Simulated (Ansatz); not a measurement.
A surface is cut from this relaxed crystal of Fe:

```cif
data_structure
_symmetry_space_group_name_H-M 'Im-3m'
_symmetry_Int_Tables_number 229
_cell_length_a 2.7506
_cell_length_b 2.7506
_cell_length_c 2.7506
_cell_angle_alpha 90.000
_cell_angle_beta 90.000
_cell_angle_gamma 90.000
_cell_volume 20.81
loop_
_atom_site_label
_atom_site_type_symbol
_atom_site_symmetry_multiplicity
_atom_site_Wyckoff_symbol
_atom_site_fract_x
_atom_site_fract_y
_atom_site_fract_z
_atom_site_occupancy
Fe1 Fe 2 a 0.00000 0.00000 0.00000 1
```

Miller indices refer to the conventional cell of Im-3m (No. 229), a = 2.751 Å, b = 2.751 Å, c = 2.751 Å, α = 90.00°, β = 90.00°, γ = 90.00°.

The (110) slab of 6 planes, 9.7 Å thick with 15 Å of vacuum as cut; outer planes Fe (top) and Fe (bottom).

Theory: Ansatz 0.2.0, DFT LDA, scalar-relativistic, plane waves, PAW. Settings: cutoff 420 eV, Γ-centred mesh 15×15×1 on the computed 6-atom cell, Gaussian smearing of 0.10 eV; collinear spin from starting moments 2.19 2.19 2.19 2.19 2.19 2.19 μB. The cell repeats along c with a dipole correction in the vacuum.

With the atoms at the bulk's places:

```yaml
Surface_energy_mean_of_both_faces: 3.17 J/m²
Work_function: 5.27 eV
Sequence_of_site_moments_over_0.05_μB_in_size_bottom_to_top: Fe 2.26, Fe 2.04, Fe 1.95, Fe 1.95, Fe 2.04, Fe 2.26 μB
```

Question: What changes when all atoms relax within this surface cell and its symmetry?

Answer: The energy falls by 0.008 J/m² a face, and the largest move is 0.03 Å.

* Surface energy (mean of both faces): 3.16 J/m²
* Work function: 5.26 eV
* Sequence of site moments over 0.05 μB in size, bottom to top: Fe 2.23, Fe 2.02, Fe 1.95, Fe 1.95, Fe 2.02, Fe 2.23 μB

```json
{"plane (bottom to top)": "1", "atoms": "Fe", "spacing to next, bulk (Å)": "1.945", "relaxed (Å)": "1.918", "change (%)": "-1.4"}
{"plane (bottom to top)": "2", "atoms": "Fe", "spacing to next, bulk (Å)": "1.945", "relaxed (Å)": "1.943", "change (%)": "-0.1"}
{"plane (bottom to top)": "3", "atoms": "Fe", "spacing to next, bulk (Å)": "1.945", "relaxed (Å)": "1.935", "change (%)": "-0.5"}
{"plane (bottom to top)": "4", "atoms": "Fe", "spacing to next, bulk (Å)": "1.945", "relaxed (Å)": "1.943", "change (%)": "-0.1"}
{"plane (bottom to top)": "5", "atoms": "Fe", "spacing to next, bulk (Å)": "1.945", "relaxed (Å)": "1.918", "change (%)": "-1.4"}
{"plane (bottom to top)": "6", "atoms": "Fe", "spacing to next, bulk (Å)": "", "relaxed (Å)": "", "change (%)": ""}
```